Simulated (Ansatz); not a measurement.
# BiB2N (ordering on zincblende) by several functionals

All numbers come from Ansatz 0.2.0. Simulation only: non-magnetic, and no claim that this is the phase found in nature.

The cell is BiB2N as one 4-atom ordering (P-4m2) on the zincblende lattice; cell and atoms were relaxed with r2SCAN. Space group P-4m2 (No. 115), tetragonal; conventional cell a = 2.828 Å, c = 6.526 Å, 13.05 Å³ an atom. Around N lie 4 B at 1.61 Å; around B lie 2 N at 1.61 Å and 2 Bi at 2.87 Å; around Bi lie 4 Bi at 2.83 Å and 4 B at 2.87 Å.

```cif
data_structure
_symmetry_space_group_name_H-M 'P 1'
_symmetry_Int_Tables_number 1
_cell_length_a 2.8283
_cell_length_b 2.8283
_cell_length_c 6.5261
_cell_angle_alpha 90.000
_cell_angle_beta 90.000
_cell_angle_gamma 90.000
_cell_volume 52.20
loop_
_atom_site_label
_atom_site_type_symbol
_atom_site_fract_x
_atom_site_fract_y
_atom_site_fract_z
_atom_site_occupancy
N1 N 0.00000 0.00000 0.00000 1
B1 B 0.00000 0.50000 0.88191 1
Bi1 Bi 0.50000 0.50000 0.50000 1
B2 B 0.50000 0.00000 0.11809 1
```

Relaxed lattice by functional, symmetry kept:
```
functional  k mesh  a (Å)  c (Å)  volume (Å³/atom)
       PBE   8×8×6  2.843  6.493             13.12
    r2SCAN   8×8×4  2.828  6.526             13.05
```

Gaps on the r2SCAN cell, each the least over its mesh and the special points:
```csv
level,k mesh,gap (eV),kind,edges,least direct gap (eV),rough cost
PBE,10×10×4,none (overlap 4.00),–,–,–,18 core-seconds
PBE+SOC,10×10×4,none (overlap 3.79),–,–,–,70 core-seconds
r2SCAN,10×10×4,none (overlap 4.43),–,–,–,40 core-seconds
```
All runs use a smearing of 0.02 eV.
Wave cutoffs: 420 eV, 500 eV (r2SCAN).
Points off the special ones are mesh points or PBE's searched band edges, reused at the other levels.
Costs come from shared machines and give only the order; PBE's includes the band path.

r2SCAN gives no gap: the lowest nominally empty band dips 4.43 eV below the top of the last filled one (its bottom at M–Γ (0.20 of the way from M), the top at M–Γ (0.80 of the way from M)), so the cell is a metal or semimetal at this level. With PBE+SOC the bands overlap by 3.79 eV (counted from 1, band 26 peaks at M–Γ (0.80 of the way from M) and band 27 bottoms out at M–Γ (0.20 of the way from M)): no gap.

No level opens a gap, but no hybrid is among them, and semilocal functionals can close a real gap.

Only the levels marked +SOC include spin-orbit coupling.
